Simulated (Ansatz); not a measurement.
## Stability checks on a candidate for LiPbF3

The cell was found from a structure generator's guess, not taken from experiment.

Computed with DFT PBE, scalar-relativistic, plane waves, PAW (Ansatz 0.2.0). Cutoff 420 eV, Γ-centred 6×6×6 mesh (5-atom cell), Gaussian smearing of 0.02 eV, no spin polarisation.

```
CELL_PARAMETERS angstrom
3.93055 0.00000 0.00000
0.00000 3.93055 0.00000
0.00000 0.00000 3.93055
ATOMIC_POSITIONS crystal
Li 0.00000 0.00000 0.00000
Pb 0.50000 0.50000 0.50000
F 0.50000 0.00000 0.00000
F 0.00000 0.50000 0.00000
F 0.00000 0.00000 0.50000
```

Formation energies are uncorrected and refer to the elements' standard structures at the same level (F₂ as a molecule).

Q: These tests were run: energy against the elements; phonons on a 2×2×2 q mesh. What do they show?

A:

```json
{"test": "energy against the elements", "result": "−2.537 eV/atom"}
{"test": "phonons on a 2×2×2 q mesh", "result": "imaginary modes down to 123i cm⁻¹"}
```

It fails one test: phonons on a 2×2×2 q mesh. So it isn't even a local minimum.

These runs have no spin–orbit coupling, which can matter for Pb. The run for the phonons used a 6×6×6 k mesh.
